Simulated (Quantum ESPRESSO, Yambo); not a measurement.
## Quasiparticle gap of CrHgO4

```xyz
12
Lattice="2.8782 -4.3854 0.0000 2.8782 4.3854 0.0000 0.0000 0.0000 7.1527" Properties=species:S:1:pos:R:3 pbc="T T T"
O      4.2592     0.2306     5.3645
O      1.4973    -0.2306     1.7882
O      4.2592    -0.2306     1.7882
O      1.4973     0.2306     5.3645
O      2.8782     2.1132     6.7039
O      2.8782    -2.1132     0.4488
O      2.8782    -2.1132     3.1276
O      2.8782     2.1132     4.0251
Cr     2.8782    -1.1938     1.7882
Cr     2.8782     1.1938     5.3645
Hg     0.0000     0.0000     3.5763
Hg     0.0000     0.0000     0.0000
```

The geometry is that of Materials Project entry mp-19380, symmetrised and not relaxed again.

Starting point: LDA (pw.x of Quantum ESPRESSO, ONCV potentials, scalar-relativistic). G0W0 in Yambo: 2×2×2 Γ-centred k mesh, bands 17 to 287 and a 7 Ry block in the screening, 287 bands in G with the Bruneval-Gonze terminator, plasmon pole fitted at 27.2 eV.

| Item | Value |
|---|---|
| LDA gap along the band path | 1.36 eV |
| LDA gap between the mesh's edge points ((-0.5, -0.5, 0) → (-0.5, -0.5, 0)) | 1.36 eV |
| G0W0 gap between the same points | 2.80 eV |

```json
[
 {"k point": "Γ", "band": "VB", "E LDA (eV)": "-0.37", "E QP (eV)": "-0.61", "shift (eV)": "-0.24", "Z": "0.76"},
 {"k point": "Γ", "band": "CB", "E LDA (eV)": "2.00", "E QP (eV)": "3.39", "shift (eV)": "1.39", "Z": "0.75"},
 {"k point": "(0, 0, -0.5)", "band": "VB", "E LDA (eV)": "-0.70", "E QP (eV)": "-1.01", "shift (eV)": "-0.31", "Z": "0.75"},
 {"k point": "(0, 0, -0.5)", "band": "CB", "E LDA (eV)": "2.31", "E QP (eV)": "3.66", "shift (eV)": "1.35", "Z": "0.74"},
 {"k point": "(0, -0.5, 0)", "band": "VB", "E LDA (eV)": "-0.15", "E QP (eV)": "-0.44", "shift (eV)": "-0.29", "Z": "0.76"},
 {"k point": "(0, -0.5, 0)", "band": "CB", "E LDA (eV)": "1.61", "E QP (eV)": "2.76", "shift (eV)": "1.15", "Z": "0.78"},
 {"k point": "(0, -0.5, -0.5)", "band": "VB", "E LDA (eV)": "-0.45", "E QP (eV)": "-0.76", "shift (eV)": "-0.31", "Z": "0.76"},
 {"k point": "(0, -0.5, -0.5)", "band": "CB", "E LDA (eV)": "1.79", "E QP (eV)": "3.05", "shift (eV)": "1.26", "Z": "0.76"},
 {"k point": "(-0.5, -0.5, 0)", "band": "VB", "E LDA (eV)": "0.00", "E QP (eV)": "-0.25", "shift (eV)": "-0.25", "Z": "0.76"},
 {"k point": "(-0.5, -0.5, 0)", "band": "CB", "E LDA (eV)": "1.36", "E QP (eV)": "2.55", "shift (eV)": "1.18", "Z": "0.78"},
 {"k point": "(-0.5, -0.5, -0.5)", "band": "VB", "E LDA (eV)": "-0.40", "E QP (eV)": "-0.70", "shift (eV)": "-0.30", "Z": "0.76"},
 {"k point": "(-0.5, -0.5, -0.5)", "band": "CB", "E LDA (eV)": "2.03", "E QP (eV)": "3.33", "shift (eV)": "1.30", "Z": "0.76"}
]
```

Energies count from the LDA valence-band maximum.

Nearest settings tried, and what they do to the gap: 195 bands in W, 195 bands in G: +22 meV; 3 Ry block (109 vectors against 381): +202 meV; 2×2×1 mesh: -17 meV. So the settings aren't converged at that level. The k mesh is coarse.

Without spin-orbit coupling, band edges of such heavy elements can be off by tenths of an eV. The 3d shell has no Hubbard U; the runs are without spin polarisation, and magnetic order was not tried.

The structure is a Materials Project entry; no match was found in the copy of COD used, and its stability was not checked.
